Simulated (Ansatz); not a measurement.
InP:
```xyz
6
Lattice="4.1818 0.0000 0.0000 -2.0909 3.6216 0.0000 0.0000 0.0000 9.3905" Properties=species:S:1:pos:R:3 pbc="T T T"
In    -1.0445     1.8091     6.2603
In     1.0465     1.8125     0.0000
In     2.0889     0.0000     3.1302
P     -1.0449     1.8098     1.5651
P      1.0460     1.8118     4.6952
P      2.0898     0.0000     7.8254
```

Relaxed with PBE. Special points in fractions of this cell's reciprocal vectors: Γ (0.000, 0.000, 0.000); M (0.500, 0.000, 0.000); K (0.333, 0.333, 0.000); A (0.000, 0.000, 0.500); L (0.500, 0.000, 0.500); H (0.333, 0.333, 0.500).

List the band energies nearest the Fermi level at these points for PBE in the plane-wave PAW code Ansatz.

In eV from the Fermi level; about four levels below and three above (degenerate sets whole), none deeper than 8.9 eV; points with the same levels are listed once.

```csv
k,below,above
Γ,-0.53 -0.53 -0.34 -0.22 -0.01,1.97 1.97 3.75 3.75
M,-1.99 -1.58 -1.39 -1.24,1.01 1.14 2.07
K,-2.90 -2.90 -1.97 -1.38 -1.38,0.55 2.37 2.37
A,-0.52 -0.44 -0.44 -0.17,1.59 1.59 1.89
L,-1.83 -1.81 -1.63 -1.42,1.02 1.77 2.51
H,-3.10 -3.10 -1.72 -1.06,2.39 2.44 2.44
```

Space group P6_422. The start of the workflow was typed in or built on a structure type; neither database checked (COD, Materials Project) lists it. It is not the phase usual at ambient conditions (space group No. 216). The cell was relaxed with PBE under the symmetry of its start; whether a distortion lowers the energy is not shown. Point labels and valley counts follow the cell and symmetry of the run, lower than the named group. The Fermi level of a semimetal is unsure by some 0.05 eV on such meshes. Scalar-relativistic: spin–orbit coupling is off unless named, which matters more the heavier the elements.

Potentials: the later of the program's two PAW sets.
